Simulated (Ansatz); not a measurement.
## Phonons of SrTl (CsCl-type structure)

Computed with Ansatz (plane waves, PAW, 420 eV cutoff): PBEsol, scalar-relativistic, no spin polarisation, Gaussian smearing of 0.15 eV. The datasets are Ansatz's generated set soft_2.

```yaml
crystal:
  lattice:
    - [4.02008, 0.00000, 0.00000]
    - [0.00000, 4.02008, 0.00000]
    - [0.00000, 0.00000, 4.02008]
  atoms:
    - { symbol: Sr, position: [0.00000, 0.00000, 0.00000] }
    - { symbol: Tl, position: [0.50000, 0.50000, 0.50000] }
```

The start was a prototype's sites filled with these elements; the Crystallography Open Database holds the compound in this structure.

Force constants come from finite displacements in a 2×2×2 supercell (the unit cell's 8×8×8 k-mesh, folded to it); the long-range dipole term is not included. Points in reciprocal vectors of this cell: Γ = (0.000, 0.000, 0.000), X = (0.000, 0.500, 0.000), M = (0.500, 0.500, 0.000), R = (0.500, 0.500, 0.500).

Frequencies at the named points (cm⁻¹, imaginary ones negative):
```tsv
point	ω (cm⁻¹)
Γ	0 0 0 93 93 93
X	36 52 52 82 82 110
M	8 8 53 67 118 118
R	28 28 28 107 107 107
```

(1) Is the structure dynamically stable along this path, and where does the spectrum end?

(2) What does the harmonic approximation give for the vibrational free energy, entropy and heat capacity?

Answers:

(1) Yes: no branch is imaginary beyond numerical noise. The highest frequency is 118 cm⁻¹, at M. Points that don't fit the supercell are interpolated. The lowest branch at M is only 8 cm⁻¹, so the structure is close to an instability there.

(2) Zero-point energy 12.2 meV/atom.
| T (K) | F_vib (meV/atom) | S (J/K per mole of atoms) | C_V (J/K per mole of atoms) |
| --- | --- | --- | --- |
| 100 | -5.2 | 32.2 | 22.8 |
| 200 | -48.0 | 48.7 | 24.4 |
| 300 | -104.0 | 58.6 | 24.7 |
| 400 | -168.6 | 65.8 | 24.8 |
| 500 | -239.8 | 71.3 | 24.8 |
| 600 | -316.1 | 75.8 | 24.9 |
| 700 | -396.7 | 79.7 | 24.9 |
| 800 | -481.0 | 83.0 | 24.9 |
| 900 | -568.6 | 85.9 | 24.9 |
| 1000 | -659.1 | 88.6 | 24.9 |

The highest mode, 118 cm⁻¹, is worth 170 K. At 300 K the heat capacity has reached 99 % of the classical limit 3R = 24.9 J/K per mole of atoms, since all modes lie under k_BT.

The crystal is a metal or nearly so; low and unstable modes depend on mesh and smearing.

It ran for 43 s on 4 threads of Arm Neoverse V1, on a shared host, peak memory 1.7 GiB.

Scalar-relativistic only: spin–orbit splittings of the heavy atoms' levels are missing.
